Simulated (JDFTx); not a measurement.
An input for JDFTx (a modified build) (Al2Pt(111), CANDLE, water, 1 M NaCl; bohr, hartree) and the course of its log:

```
lattice \
  7.8815869695 3.9407934942 0.0000000000 \
  0.0000000000 6.8256545361 0.0000000000 \
  0.0000000000 0.0000000000 46.2982900533
coords-type Lattice
ion Al 0.0000000000 0.0000000000 -0.1673528903 0
ion Al 0.3333333333 0.3333333333 -0.1042471890 0
ion Al 0.6666666667 0.6666666667 -0.0347490630 0
ion Al 0.0000000000 0.0000000000 0.0347490630 0
ion Al 0.3333333333 0.3333333333 0.1042471890 0
ion Al 0.6666666667 0.6666666667 0.1673528903 0
ion Pt 0.6666666667 0.6666666667 -0.1395740063 0
ion Pt 0.3333333333 0.3333333333 0.0000000000 0
ion Pt 0.0000000000 0.0000000000 0.1395740063 0
ion-species pseudo/al_pbe_v1.upf
ion-species pseudo/pt_pbe_v1.4.upf
elec-cutoff 20 100
elec-ex-corr gga-PBE
coulomb-interaction Slab 001
coulomb-truncation-embed 0 0 0
kpoint-folding 6 6 1
elec-smearing Fermi 0.01
elec-n-bands 47
target-mu -0.128255
electronic-scf nIterations 100 energyDiffThreshold 1e-07
fluid LinearPCM
pcm-variant CANDLE
fluid-solvent H2O
fluid-cation Na+ 1
fluid-anion Cl- 1
fluid-minimize nIterations 400 knormThreshold 1e-12
wavefunction read f0.wfns
elec-initial-eigenvals f0.eigenvals
elec-initial-fillings read f0.fillings
fluid-initial-state f0.fluidState
dump-name f0_u2.$VAR
dump End State Ecomponents EigStats BandEigs Forces ElecDensity IonicPositions Fillings Kpoints Dtot FluidDebug BoundCharge FluidDensity
```

```
[one cycle in 5 is shown, and the last three; fluid-solver lines are left out]
	FillingsUpdate:  mu: -0.128255000  nElectrons: 67.162665
SCF: Cycle:  0   G: -271.090562507692084   dG: +1.490e-01   |Residual|: 4.046e-02   |deigs|: 3.329e-06
	FillingsUpdate:  mu: -0.128255000  nElectrons: 66.235299
SCF: Cycle:  5   G: -271.237738631953277   dG: -2.799e-04   |Residual|: 5.748e-03   |deigs|: 1.828e-04
	FillingsUpdate:  mu: -0.128255000  nElectrons: 67.068410
SCF: Cycle: 10   G: -271.115733124073131   dG: +3.267e-02   |Residual|: 3.743e-02   |deigs|: 1.199e-03
	FillingsUpdate:  mu: -0.128255000  nElectrons: 67.122689
SCF: Cycle: 15   G: -271.100603122929215   dG: +3.213e-02   |Residual|: 3.865e-02   |deigs|: 1.771e-03
	FillingsUpdate:  mu: -0.128255000  nElectrons: 67.942974
SCF: Cycle: 20   G: -270.892010220585973   dG: -2.648e-02   |Residual|: 5.701e-02   |deigs|: 3.270e-03
	FillingsUpdate:  mu: -0.128255000  nElectrons: 67.347419
SCF: Cycle: 25   G: -271.119832289566261   dG: +6.180e-02   |Residual|: 3.662e-02   |deigs|: 2.308e-03
	FillingsUpdate:  mu: -0.128255000  nElectrons: 69.167293
SCF: Cycle: 30   G: -269.758458037734215   dG: -7.821e-01   |Residual|: 1.154e-01   |deigs|: 7.939e-03
	FillingsUpdate:  mu: -0.128255000  nElectrons: 68.072340
SCF: Cycle: 35   G: -270.810595565635992   dG: +2.748e-02   |Residual|: 6.346e-02   |deigs|: 5.395e-04
	FillingsUpdate:  mu: -0.128255000  nElectrons: 67.860456
SCF: Cycle: 40   G: -270.932463625687149   dG: +1.686e-01   |Residual|: 5.320e-02   |deigs|: 4.023e-03
	FillingsUpdate:  mu: -0.128255000  nElectrons: 66.867053
SCF: Cycle: 45   G: -271.216942110734635   dG: -1.781e-01   |Residual|: 2.436e-02   |deigs|: 6.302e-03
	FillingsUpdate:  mu: -0.128255000  nElectrons: 67.792531
SCF: Cycle: 50   G: -270.967457767287556   dG: +5.440e-03   |Residual|: 4.992e-02   |deigs|: 1.236e-04
	FillingsUpdate:  mu: -0.128255000  nElectrons: 68.312265
SCF: Cycle: 55   G: -270.504366916439892   dG: +6.711e-01   |Residual|: 8.409e-02   |deigs|: 1.408e-02
	FillingsUpdate:  mu: -0.128255000  nElectrons: 67.963099
SCF: Cycle: 60   G: -270.879398855462341   dG: +2.392e-02   |Residual|: 5.748e-02   |deigs|: 8.979e-04
	FillingsUpdate:  mu: -0.128255000  nElectrons: 68.048229
SCF: Cycle: 65   G: -270.830901122911712   dG: +4.775e-03   |Residual|: 6.118e-02   |deigs|: 5.632e-04
	FillingsUpdate:  mu: -0.128255000  nElectrons: 67.289634
SCF: Cycle: 70   G: -271.082120858475946   dG: -4.978e-01   |Residual|: 4.051e-02   |deigs|: 9.831e-03
	FillingsUpdate:  mu: -0.128255000  nElectrons: 68.041309
SCF: Cycle: 75   G: -270.697090249482585   dG: -6.190e-01   |Residual|: 7.283e-02   |deigs|: 7.858e-03
	FillingsUpdate:  mu: -0.128255000  nElectrons: 67.438774
SCF: Cycle: 80   G: -271.106463446805435   dG: -7.426e-02   |Residual|: 3.504e-02   |deigs|: 2.055e-03
	FillingsUpdate:  mu: -0.128255000  nElectrons: 67.656402
SCF: Cycle: 85   G: -271.044008027644622   dG: +1.526e-02   |Residual|: 4.397e-02   |deigs|: 5.541e-04
	FillingsUpdate:  mu: -0.128255000  nElectrons: 66.880186
SCF: Cycle: 90   G: -271.230434189766981   dG: -2.247e-03   |Residual|: 1.130e-02   |deigs|: 1.997e-04
	FillingsUpdate:  mu: -0.128255000  nElectrons: 66.627089
SCF: Cycle: 95   G: -271.244898746889362   dG: -2.960e-04   |Residual|: 1.096e-03   |deigs|: 7.119e-04
	FillingsUpdate:  mu: -0.128255000  nElectrons: 66.607027
SCF: Cycle: 97   G: -271.245025341690223   dG: -1.078e-05   |Residual|: 2.712e-04   |deigs|: 7.557e-05
	FillingsUpdate:  mu: -0.128255000  nElectrons: 66.593081
SCF: Cycle: 98   G: -271.245021142308417   dG: +4.199e-06   |Residual|: 3.196e-04   |deigs|: 2.247e-04
	FillingsUpdate:  mu: -0.128255000  nElectrons: 66.600028
SCF: Cycle: 99   G: -271.245033059850414   dG: -1.192e-05   |Residual|: 5.527e-05   |deigs|: 6.792e-05
SCF: None of the convergence criteria satisfied after 100 iterations.
IonicMinimize: Iter:   0  G: -271.245033059850414  |grad|_K:  0.000e+00
IonicMinimize: Converged (|grad|_K<1.000000e-04).
```

This run gave no converged result. The electronic loop ended without meeting its threshold, so the last energy, electron count and forces aren't results.
